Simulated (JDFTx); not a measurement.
```yaml
surface: TiAl3(110), Al outermost, slab composition Ti3Al11
bulk: TiAl3, I4/mmm, lattice of mp-542915 (not re-optimised)
slab: 14 atoms in 7 planes, 1x1, 8.0 Å between the outermost planes
in-plane cell: 5.062 × 5.062 Å, 23.14 Å²
cell_height: 24.1 Å
sampling: 6×6×1 k mesh, Fermi smearing 0.01 Ha, no spin polarisation
```

Whether this polymorph is the ambient one wasn't checked. Neither spin polarisation nor a larger cell was tried.

Final geometry:
```
14
Lattice="5.062 0.000 0.000 2.177 4.571 0.000 0.000 0.000 24.100" Properties=species:S:1:pos:R:3 pbc="T T F"
Al     2.531     0.000     8.046
Al     1.088     2.285     8.046
Al     0.000     0.000     9.347
Al     1.088     2.285    10.699
Al     2.531     0.000    10.699
Al     3.620     2.285    12.050
Al     2.531     0.000    13.401
Al     1.088     2.285    13.401
Al     0.000     0.000    14.753
Al     1.088     2.285    16.054
Al     2.531     0.000    16.054
Ti     3.620     2.285     9.347
Ti     0.000     0.000    12.050
Ti     3.620     2.285    14.753
```

Computed with a modified build of JDFTx: PBE, GBRV ultrasoft potentials, plane waves to 20/100 Ha. Liquid on both sides: CANDLE, water, 1 M KF; nuclei fixed, outer atoms relaxed in vacuum. SHE scale: U = −μ/e − 4.44 V, by convention. The surface is an ideal bare cut with both faces alike: no reconstruction, overlayer or explicit solvent molecules. On the negative side CANDLE's cavity feels the periodic box, so those points shift with the cell height.

```tsv
U (V vs SHE)	μ (eV)	excess electrons per cell	σ (μC/cm², per face)	run
-1.55	-2.89	1.122	-38.8	fixed potential
-0.95	-3.49	0.298	-10.3	fixed potential
-0.80	-3.64	0.089	-3.1	fixed potential
-0.65	-3.79	0.000	0.0	neutral
-0.50	-3.94	___	___	fixed potential
-0.35	-4.09	___	___	fixed potential
0.20	-4.64	-0.433	15.0	fixed charge
```

**Question.** Fill in the missing entries, row by row.

**Answer.** 
- -0.50, excess electrons per cell: -0.065
- -0.50, σ (μC/cm², per face): 2.3
- -0.35, excess electrons per cell: -0.134
- -0.35, σ (μC/cm², per face): 4.6
